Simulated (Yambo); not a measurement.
Yambo run on BN (rhombohedral, space group R3m, No. 160). The wavefunctions come from this Quantum ESPRESSO step (PBEsol, PseudoDojo standard norm-conserving files, scalar-relativistic):

```
&CONTROL
  calculation = 'nscf'
  pseudo_dir = './pseudo'
  outdir = './out'
/
&SYSTEM
  ibrav = 0
  nat = 2
  ntyp = 2
  ecutwfc = 84.0
  ecutrho = 336.0
  occupations = 'fixed'
  force_symmorphic = .true.
  nbnd = 69
/
&ELECTRONS
  conv_thr = 2e-09
  diago_full_acc = .true.
  diago_thr_init = 1e-08
/
ATOMIC_SPECIES
B 10.8100 B.upf
N 14.0070 N.upf
CELL_PARAMETERS angstrom
  1.252518978984   0.723142169682   3.292833796000
 -1.252518978984   0.723142169682   3.292833796000
 -0.000000000000  -1.446284339363   3.292833796000
ATOMIC_POSITIONS crystal
B   0.999695367100   0.999695367100   0.999695367100
N   0.332737632900   0.332737632900   0.332737632900
K_POINTS automatic
6 6 6 0 0 0
```

Yambo input:

```
rim_cut
gw0
dyson
el_el_corr
HF_and_locXC
ppa
em1d
RandQpts= 1000000
RandGvec= 1 Ry
EXXRLvcs= 84 Ry
VXCRLvcs= 336 Ry
Chimod= "HARTREE"
% BndsRnXp
 1 | 67 |
%
NGsBlkXp= 14 Ry
% LongDrXp
 1.0 | 1.0 | 1.0 |
%
PPAPntXp= 27.2114 eV
% GbndRnge
 1 | 67 |
%
GTermKind= "BG"
DysSolver= "n"
ExtendOut
% QPkrange
 1 | 1 | 4 | 5 |
 4 | 4 | 4 | 5 |
 12 | 12 | 4 | 5 |
 13 | 13 | 4 | 5 |
 32 | 32 | 4 | 5 |
%
```

k points by index: 1 = Γ, 4 = L, 12 = (0, 0.333, -0.333), 13 = F, 32 = Z.

Table of the .qp output:

```
#    K-point    Band    Eo [eV]    E [eV]    E-Eo [eV]    Vxc [eV]    Vnlxc [eV]    Sc|Eo [eV]    Sc|E [eV]    dSc/dw|Eo [eV]    Re(Z)    Im(Z)
#
    1    4    -1.250744    -2.531217    -1.280473    -18.21962    -22.75567    2.956598    3.255576    -6.353151    0.810717    -0.986220E-3
    1    5    5.148750    5.562728    0.413978    -9.030701    -4.620289    -3.923983    -3.996434    -4.761290    0.851082    -0.901417E-3
    4    4    -0.548331    -1.569102    -1.020770    -15.95516    -19.54379    2.318298    2.567869    -6.652441    0.803552    -0.001073
    4    5    5.280239    6.072441    0.792202    -11.42133    -6.047012    -4.420501    -4.582119    -5.550774    0.830572    -0.977571E-3
    12    4    0.000000    -0.953186    -0.953186    -16.37900    -19.75781    2.194397    2.425620    -6.600411    0.804788    -0.001055
    12    5    4.651314    5.395844    0.744530    -11.09030    -5.778311    -4.415598    -4.567456    -5.549495    0.830605    -0.981092E-3
    13    4    -1.216438    -2.340357    -1.123920    -15.12939    -18.93724    2.410725    2.683932    -6.614137    0.804462    -0.001096
    13    5    4.153503    4.826212    0.672710    -10.81456    -5.995825    -4.015603    -4.146023    -5.274945    0.837625    -0.932914E-3
    32    4    -1.273111    -2.557823    -1.284711    -18.19598    -22.74409    2.963327    3.263399    -6.355368    0.810664    -0.992666E-3
    32    5    10.23211    11.39704    1.164932    -13.95159    -7.230385    -5.267096    -5.556269    -6.754175    0.801145    -0.870298E-3
```
(The two width columns are left out.) Convergence of these settings isn't established.

Geometry relaxed with PBE+D3(BJ).

This is not the ordinary phase of the substance; no match was found in the copy of COD used, and its stability was not checked.
